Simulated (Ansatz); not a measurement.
NbSeO₅ in Ansatz, relaxation

Input:

```yaml
crystal:
  lattice:
    - [6.71523, 0.0, 0.0]
    - [0.0, 6.71523, 0.0]
    - [0.0, 0.0, 4.310716]
  atoms:
    - { symbol: Nb, position: [0.25, 0.25, 0.7818] }
    - { symbol: Nb, position: [0.75, 0.75, 0.2182] }
    - { symbol: O, position: [0.25, 0.25, 0.2058] }
    - { symbol: O, position: [0.75, 0.75, 0.7942] }
    - { symbol: Se, position: [0.25, 0.75, 0.5] }
    - { symbol: Se, position: [0.75, 0.25, 0.5] }
    - { symbol: O, position: [0.7694, 0.4443, 0.2866] }
    - { symbol: O, position: [0.0557, 0.7694, 0.2866] }
    - { symbol: O, position: [0.7306, 0.0557, 0.2866] }
    - { symbol: O, position: [0.4443, 0.7306, 0.2866] }
    - { symbol: O, position: [0.2306, 0.5557, 0.7134] }
    - { symbol: O, position: [0.9443, 0.2306, 0.7134] }
    - { symbol: O, position: [0.2694, 0.9443, 0.7134] }
    - { symbol: O, position: [0.5557, 0.2694, 0.7134] }
  symmetry: { tolerance: 0.0003 }
kpoints:
  mp_grid: { grid: [4, 4, 5], shift: [0, 0, 0] }
magnetization:
  spin_polarized: false
scf:
  occupations: { method: cold, width: 0.0337 }
  lower_state_search: "off"
hamiltonian:
  pseudopotentials: { kind: paw }
  xc: r2scan
basis:
  ecutwfc: 500
  fft_grid_basis: typed
relax:
  max_steps: 80
  cell: { p_target: 0.0 }
  f_tol: 0.03
output:
  forces: true
  stress: true
  eigenvalues: true
  bader: true
  populations: true
  elf: true
  write_potential: true
  volumetric_format: npy
  dos:
    e_range: [-12, 8]
    de: 0.05
    projected: { site_lists: { Nb: [Nb], O: [O], Se: [Se] } }
checkpoint:
  read: saved_state
```

Launch command:

```bash
ansatz run input.yaml --threads 2 --pin off --max-ram 3584MiB --backend cpu --events-out ev --progress --plain --runs-dir out
```

Origin of the cell: a known structure type with other elements, at an estimated volume, so it need not be a known compound.

The saved state is a converged single point of the same cell.

Steps («new basis» is an SCF on plane waves selected anew at the same cell):

```
step  ΔF (meV/atom)  max force component (eV/Å)  P (GPa)  volume (Å³)  SCF iterations   step was
   1            0.0                       1.954     3.02       194.39               9   accepted
   2          -47.6                       1.351     5.44       186.15              10   accepted
   3          -99.3                       1.670     3.88       185.71               9   accepted
   4         -108.5                       1.111    -7.12       190.64               8   accepted
   5         -155.1                       0.415    -2.08       187.42               9   accepted
   6         -162.3                       0.498    -0.85       184.08               7   accepted
   7         -175.2                       0.455    -0.04       177.83              10   accepted
   8         -176.7                       0.305     0.69       179.01               9   accepted
   9         -177.5                       0.093     0.24       178.37               9   accepted
  10         -177.6                       0.052    -0.06       178.98               8   accepted
  11         -177.6                       0.031     0.10       179.18               8   accepted
  12         -177.6                       0.011    -0.05       179.33               8   accepted
  13         -177.6                       0.000     0.00       179.24               8   accepted
  14         -177.0                       0.001     0.03       179.24              10  new basis
```

Step 1, with forces in eV/Å:

```xyz
14
Lattice="6.715 0.000 0.000 0.000 6.715 0.000 0.000 0.000 4.311" Properties=species:S:1:pos:R:3:forces:R:3 pbc="T T T" step=1
Nb    1.679    1.679    3.370    0.000    0.000    1.954
Nb    5.036    5.036    0.941    0.000    0.000   -1.954
O     1.679    1.679    0.887    0.000    0.000   -1.767
O     5.036    5.036    3.424    0.000    0.000    1.767
Se    1.679    5.036    2.155    0.000    0.000    0.000
Se    5.036    1.679    2.155    0.000    0.000    0.000
O     5.167    2.984    1.235    0.261    1.360   -1.275
O     0.374    5.167    1.235   -1.360    0.261   -1.275
O     4.906    0.374    1.235   -0.261   -1.360   -1.275
O     2.984    4.906    1.235    1.360   -0.261   -1.275
O     1.549    3.732    3.075   -0.261   -1.360    1.275
O     6.341    1.549    3.075    1.360   -0.261    1.275
O     1.809    6.341    3.075    0.261    1.360    1.275
O     3.732    1.809    3.075   -1.360    0.261    1.275
```

Step 3, with forces in eV/Å:

```xyz
14
Lattice="6.806 0.000 0.000 0.000 6.806 0.000 0.000 0.000 4.009" Properties=species:S:1:pos:R:3:forces:R:3 pbc="T T T" step=3
Nb    1.702    1.702    3.219    0.000    0.000   -1.022
Nb    5.105    5.105    0.790    0.000    0.000    1.022
O     1.702    1.702    0.958    0.000    0.000    0.738
O     5.105    5.105    3.050    0.000    0.000   -0.738
Se    1.702    5.105    2.004    0.000    0.000    0.000
Se    5.105    1.702    2.004    0.000    0.000    0.000
O     5.317    3.057    1.043    0.407    1.670   -0.584
O     0.346    5.317    1.043   -1.670    0.407   -0.584
O     4.893    0.346    1.043   -0.407   -1.670   -0.584
O     3.057    4.893    1.043    1.670   -0.407   -0.584
O     1.490    3.749    2.965   -0.407   -1.670    0.584
O     6.460    1.490    2.965    1.670   -0.407    0.584
O     1.913    6.460    2.965    0.407    1.670    0.584
O     3.749    1.913    2.965   -1.670    0.407    0.584
```

Step 4, with forces in eV/Å:

```xyz
14
Lattice="6.925 0.000 0.000 0.000 6.925 0.000 0.000 0.000 3.976" Properties=species:S:1:pos:R:3:forces:R:3 pbc="T T T" step=4
Nb    1.731    1.731    3.206    0.000    0.000   -1.042
Nb    5.194    5.194    0.770    0.000    0.000    1.042
O     1.731    1.731    0.978    0.000    0.000    0.964
O     5.194    5.194    2.998    0.000    0.000   -0.964
Se    1.731    5.194    1.988    0.000    0.000    0.000
Se    5.194    1.731    1.988    0.000    0.000    0.000
O     5.562    3.218    0.962   -0.222   -1.111    1.080
O     0.245    5.562    0.962    1.111   -0.222    1.080
O     4.826    0.245    0.962    0.222    1.111    1.080
O     3.218    4.826    0.962   -1.111    0.222    1.080
O     1.363    3.707    3.013    0.222    1.111   -1.080
O     6.680    1.363    3.013   -1.111    0.222   -1.080
O     2.099    6.680    3.013   -0.222   -1.111   -1.080
O     3.707    2.099    3.013    1.111   -0.222   -1.080
```

Step 6, with forces in eV/Å:

```xyz
14
Lattice="6.791 0.000 0.000 0.000 6.791 0.000 0.000 0.000 3.991" Properties=species:S:1:pos:R:3:forces:R:3 pbc="T T T" step=6
Nb    1.698    1.698    3.217    0.000    0.000   -0.498
Nb    5.093    5.093    0.775    0.000    0.000    0.498
O     1.698    1.698    0.990    0.000    0.000    0.183
O     5.093    5.093    3.001    0.000    0.000   -0.183
Se    1.698    5.093    1.996    0.000    0.000    0.000
Se    5.093    1.698    1.996    0.000    0.000    0.000
O     5.444    3.113    1.021    0.117    0.172    0.156
O     0.283    5.444    1.021   -0.172    0.117    0.156
O     4.743    0.283    1.021   -0.117   -0.172    0.156
O     3.113    4.743    1.021    0.172   -0.117    0.156
O     1.347    3.678    2.971   -0.117   -0.172   -0.156
O     6.508    1.347    2.971    0.172   -0.117   -0.156
O     2.048    6.508    2.971    0.117    0.172   -0.156
O     3.678    2.048    2.971   -0.172    0.117   -0.156
```

Step 7, with forces in eV/Å:

```xyz
14
Lattice="6.690 0.000 0.000 0.000 6.690 0.000 0.000 0.000 3.973" Properties=species:S:1:pos:R:3:forces:R:3 pbc="T T T" step=7
Nb    1.673    1.673    3.156    0.000    0.000    0.192
Nb    5.018    5.018    0.817    0.000    0.000   -0.192
O     1.673    1.673    0.972    0.000    0.000   -0.455
O     5.018    5.018    3.001    0.000    0.000    0.455
Se    1.673    5.018    1.986    0.000    0.000    0.000
Se    5.018    1.673    1.986    0.000    0.000    0.000
O     5.523    3.082    1.072   -0.016   -0.198    0.006
O     0.263    5.523    1.072    0.198   -0.016    0.006
O     4.512    0.263    1.072    0.016    0.198    0.006
O     3.082    4.512    1.072   -0.198    0.016    0.006
O     1.167    3.608    2.901    0.016    0.198   -0.006
O     6.427    1.167    2.901   -0.198    0.016   -0.006
O     2.178    6.427    2.901   -0.016   -0.198   -0.006
O     3.608    2.178    2.901    0.198   -0.016   -0.006
```

Step 9, with forces in eV/Å:

```xyz
14
Lattice="6.654 0.000 0.000 0.000 6.654 0.000 0.000 0.000 4.028" Properties=species:S:1:pos:R:3:forces:R:3 pbc="T T T" step=9
Nb    1.664    1.664    3.208    0.000    0.000    0.075
Nb    4.991    4.991    0.820    0.000    0.000   -0.075
O     1.664    1.664    0.952    0.000    0.000   -0.093
O     4.991    4.991    3.077    0.000    0.000    0.093
Se    1.664    4.991    2.014    0.000    0.000    0.000
Se    4.991    1.664    2.014    0.000    0.000    0.000
O     5.496    3.051    1.082    0.018    0.015    0.014
O     0.276    5.496    1.082   -0.015    0.018    0.014
O     4.485    0.276    1.082   -0.018   -0.015    0.014
O     3.051    4.485    1.082    0.015   -0.018    0.014
O     1.158    3.603    2.946   -0.018   -0.015   -0.014
O     6.378    1.158    2.946    0.015   -0.018   -0.014
O     2.169    6.378    2.946    0.018    0.015   -0.014
O     3.603    2.169    2.946   -0.015    0.018   -0.014
```

Step 10, with forces in eV/Å:

```xyz
14
Lattice="6.662 0.000 0.000 0.000 6.662 0.000 0.000 0.000 4.033" Properties=species:S:1:pos:R:3:forces:R:3 pbc="T T T" step=10
Nb    1.665    1.665    3.202    0.000    0.000    0.052
Nb    4.996    4.996    0.831    0.000    0.000   -0.052
O     1.665    1.665    0.939    0.000    0.000   -0.040
O     4.996    4.996    3.094    0.000    0.000    0.040
Se    1.665    4.996    2.016    0.000    0.000    0.000
Se    4.996    1.665    2.016    0.000    0.000    0.000
O     5.508    3.057    1.091   -0.007    0.014    0.007
O     0.274    5.508    1.091   -0.014   -0.007    0.007
O     4.485    0.274    1.091    0.007   -0.014    0.007
O     3.057    4.485    1.091    0.014    0.007    0.007
O     1.154    3.605    2.941    0.007   -0.014   -0.007
O     6.387    1.154    2.941    0.014    0.007   -0.007
O     2.177    6.387    2.941   -0.007    0.014   -0.007
O     3.605    2.177    2.941   -0.014   -0.007   -0.007
```

Step 14, with forces in eV/Å:

```xyz
14
Lattice="6.663 0.000 0.000 0.000 6.663 0.000 0.000 0.000 4.037" Properties=species:S:1:pos:R:3:forces:R:3 pbc="T T T" step=14
Nb    1.666    1.666    3.208    0.000    0.000   -0.001
Nb    4.997    4.997    0.829    0.000    0.000    0.001
O     1.666    1.666    0.938    0.000    0.000    0.001
O     4.997    4.997    3.099    0.000    0.000   -0.001
Se    1.666    4.997    2.019    0.000    0.000    0.000
Se    4.997    1.666    2.019    0.000    0.000    0.000
O     5.506    3.058    1.094    0.000    0.000    0.000
O     0.273    5.506    1.094    0.000    0.000    0.000
O     4.488    0.273    1.094    0.000    0.000    0.000
O     3.058    4.488    1.094    0.000    0.000    0.000
O     1.157    3.605    2.943    0.000    0.000    0.000
O     6.390    1.157    2.943    0.000    0.000    0.000
O     2.175    6.390    2.943    0.000    0.000    0.000
O     3.605    2.175    2.943    0.000    0.000    0.000
```

```yaml
Free_energy_lowered_by: 177.0 meV/atom
Volume_change: -7.80 %
Final_pressure: 0.03 GPa
Relaxation_steps_listed: 14
Gap_on_the_mesh: none (metal)
```

Caveats: no moments, though an odd count or open d shells may carry them; the k mesh is coarse if the cell is a metal; the relaxation held the start's symmetry, so the end may be a saddle point.

Time: 3.9 min on 2 threads of Intel(R) Xeon(R) 6975P-C (Granite Rapids) (shared host), peak memory 1 GiB, from a saved density.
